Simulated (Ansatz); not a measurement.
Clean, relaxed (110) surface of Ta, space group Im-3m (No. 229) (top face towards +c; atoms held fixed, by place in the list: 1, 2, 3, 4):

```
Ta
1.0
     5.68969    0.00000    0.00000
    -1.89656    5.36430    0.00000
     0.00000    0.00000   21.64562
Ta
12
Direct
  0.25000 0.25000 0.39269
  0.25000 0.75000 0.39269
  0.75000 0.25000 0.39269
  0.75000 0.75000 0.39269
  0.50000 0.50000 0.49792
  0.50000 0.00000 0.49792
  0.00000 0.50000 0.49792
  0.00000 0.00000 0.49792
  0.75000 0.75000 0.60292
  0.75000 0.25000 0.60292
  0.25000 0.75000 0.60292
  0.25000 0.25000 0.60292
```

These are results of DFT PBE+D3(BJ), scalar-relativistic, plane waves, PAW in Ansatz 0.2.0, not measurements. Cutoff 420 eV; k points 6×6×1 on the computed 12-atom cell (Γ-centred); Gaussian smearing, width 0.10 eV; no spin polarisation. A dipole correction removes the field between periodic images along c.

E_ads counts from the clean slab and the free adsorbate (spin-polarised where it has unpaired electrons); negative means bound. With the adsorbate the cell is lengthened along c to keep the vacuum.

(1) N$_{2}$ is put on the top face (one adsorbate per 30.5 Å²) at each of these sites and relaxed. Order them from strongest to weakest binding.
A. top (Ta) at (0.25, 0.25)
B. hollow (Ta-Ta-Ta) at (0.92, 0.58)

Each end is the local minimum or symmetric point that its start leads to. The slab is only 4.6 Å thick, so the energies aren't converged with thickness.

Results:

(1) B (-3.22 eV), A (-0.65 eV).